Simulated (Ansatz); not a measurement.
ZrSeS:
```cif
data_SSeZr
_chemical_formula_sum 'Zr1 Se1 S1'
_space_group_name_H-M_alt 'P3m1'
_space_group_IT_number 156
_space_group_name_Hall 'P 3 -2"'
_cell_length_a 3.73802
_cell_length_b 3.73802
_cell_length_c 6.10564
_cell_angle_alpha 90.000
_cell_angle_beta 90.000
_cell_angle_gamma 120.000
loop_
_atom_site_label
_atom_site_type_symbol
_atom_site_symmetry_multiplicity
_atom_site_Wyckoff_symbol
_atom_site_fract_x
_atom_site_fract_y
_atom_site_fract_z
_atom_site_occupancy
Zr1 Zr 1 a 0.00000 0.00000 0.01273 1
Se1 Se 1 c 0.66667 0.33333 0.74804 1
S1 S 1 b 0.33333 0.66667 0.23923 1
```

This is the r²SCAN+D4-relaxed structure.

All from DFT-r²SCAN+D4 in the program Ansatz with PAW potentials, unless another level is named. Estimate the HSE06 gap on the r²SCAN+D4 cell.

1.35 eV.

Predict the electron effective mass.

0.30, 0.98, 2.9 mₑ (principal values).

What about the gap with spin–orbit coupling?

0.85 eV.

What about the conduction-band minimum?

at L (3 equivalent valleys).

Predict the valence-band maximum.

at Γ.

The workflow started from a Materials Project entry (that database holds measured and hypothetical structures alike); the Crystallography Open Database copy checked does not list it. With Se and S taken as one species the cell has the higher symmetry P-3m1, so it may be an ordered model of a mixed-site phase. Its standing as an ambient phase is unchecked. Symmetry was held in the r²SCAN+D4 relaxation; its stability against distortions is not shown here. The run is not spin-polarised. Spin–orbit coupling is left out wherever it is not named.

Potentials: the later of the program's two PAW sets.
